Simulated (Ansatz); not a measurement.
NaTlO:
```cif
data_Na2O2Tl2
_chemical_formula_sum 'Na2 Tl2 O2'
_space_group_name_H-M_alt 'P63mc'
_space_group_IT_number 186
_space_group_name_Hall 'P 6c -2c'
_cell_length_a 3.48563
_cell_length_b 3.48563
_cell_length_c 11.43008
_cell_angle_alpha 90.000
_cell_angle_beta 90.000
_cell_angle_gamma 120.000
loop_
_atom_site_label
_atom_site_type_symbol
_atom_site_symmetry_multiplicity
_atom_site_Wyckoff_symbol
_atom_site_fract_x
_atom_site_fract_y
_atom_site_fract_z
_atom_site_occupancy
Na1 Na 2 b 0.33333 0.66667 0.39413 1
Tl1 Tl 2 b 0.33333 0.66667 0.11519 1
O1 O 2 a 0.00000 0.00000 0.49069 1
```

Relaxed with r²SCAN.

### Question
Tabulate the valence density and the electron localisation function along the shortest Na–Tl contact (3.19 Å), the program Ansatz at the r²SCAN level (PAW).

### Answer


| distance from Na (Å) | density (e/Å³) | ELF |
|---|---|---|
| 0.32 | 12.44 | 0.45 |
| 0.48 | 5.64 | 0.60 |
| 0.64 | 1.50 | 0.60 |
| 0.80 | 0.35 | 0.36 |
| 0.96 | 0.13 | 0.06 |
| 1.12 | 0.07 | 0.02 |
| 1.28 | 0.06 | 0.05 |
| 1.43 | 0.08 | 0.33 |
| 1.59 | 0.12 | 0.60 |
| 1.75 | 0.18 | 0.59 |
| 1.91 | 0.29 | 0.51 |
| 2.07 | 0.48 | 0.44 |
| 2.23 | 0.84 | 0.43 |
| 2.39 | 1.51 | 0.39 |
| 2.55 | 2.64 | 0.25 |
| 2.71 | 4.25 | 0.08 |
| 2.87 | 6.25 | 0.01 |

The density is the valence pseudo-density with augmentation charge, so density and ELF within about 1 Å of a nucleus are not all-electron values.

Space group P6_3mc. The workflow started from a Materials Project entry (that database holds measured and hypothetical structures alike); the Crystallography Open Database copy checked does not list it. Whether it is the stable phase at ambient conditions was not checked. The cell was relaxed with r²SCAN under the symmetry of its start; its stability against distortions is not shown here. Spin–orbit coupling is left out wherever it is not named.

Potentials: the later of the program's two PAW sets.
